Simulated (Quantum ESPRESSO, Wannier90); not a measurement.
**Mg2Si (Fm-3m): Wannier90 run**

Materials Project entry mp-1367; symmetrised, unrelaxed at this level. COD (Crystallography Open Database) has an entry of this formula and space group (matched by these alone). Level: PBEsol, no spin polarisation, no spin-orbit coupling; pw.x of Quantum ESPRESSO at 68 Ry with PseudoDojo potentials, 8×8×8 k-points, Wannier90. Density: 8×8×8 mesh, cold smearing 0.01 Ry. The gap is small at this level and was sampled on the meshes and a path alone.

```
begin unit_cell_cart
ang
    0.0000000000    3.1698200000    3.1698200000
    3.1698200000    0.0000000000    3.1698200000
    3.1698200000    3.1698200000    0.0000000000
end unit_cell_cart
mp_grid = 8 8 8
```

Q: Which shells of neighbouring k-points and which b-vectors and weights does Wannier90 pick for this cell and mesh?

A: 
```
 *---------------------------------- K-MESH ----------------------------------*
 +----------------------------------------------------------------------------+
 |                    Distance to Nearest-Neighbour Shells                    |
 |                    ------------------------------------                    |
 |          Shell             Distance (Ang^-1)          Multiplicity         |
 |          -----             -----------------          ------------         |
 |             1                   0.214578                      8            |
 |             2                   0.247774                      6            |
 |             3                   0.350405                     12            |
 |             4                   0.410886                     24            |
 |             5                   0.429157                      8            |
 |             6                   0.495547                      6            |
 |             7                   0.540010                     24            |
 |             8                   0.554039                     24            |
       ... (lines left out)
 +----------------------------------------------------------------------------+
 | The b-vectors are chosen automatically                                     |
 | The following shells are used:                       1                     |
 +----------------------------------------------------------------------------+
 |                        Shell   # Nearest-Neighbours                        |
 |                        -----   --------------------                        |
 |                          1               8                                 |
 +----------------------------------------------------------------------------+
 | Completeness relation is fully satisfied [Eq. (B1), PRB 56, 12847 (1997)]  |
 +----------------------------------------------------------------------------+
 |                  b_k Vectors (Ang^-1) and Weights (Ang^2)                  |
 |                  ----------------------------------------                  |
 |            No.         b_k(x)      b_k(y)      b_k(z)        w_b           |
 |            ---        --------------------------------     --------        |
 |             1         0.123887    0.123887   -0.123887     8.144407        |
 |             2         0.123887   -0.123887    0.123887     8.144407        |
 |             3        -0.123887    0.123887    0.123887     8.144407        |
 |             4         0.123887    0.123887    0.123887     8.144407        |
 |             5        -0.123887   -0.123887    0.123887     8.144407        |
 |             6        -0.123887    0.123887   -0.123887     8.144407        |
 |             7         0.123887   -0.123887   -0.123887     8.144407        |
 |             8        -0.123887   -0.123887   -0.123887     8.144407        |
```
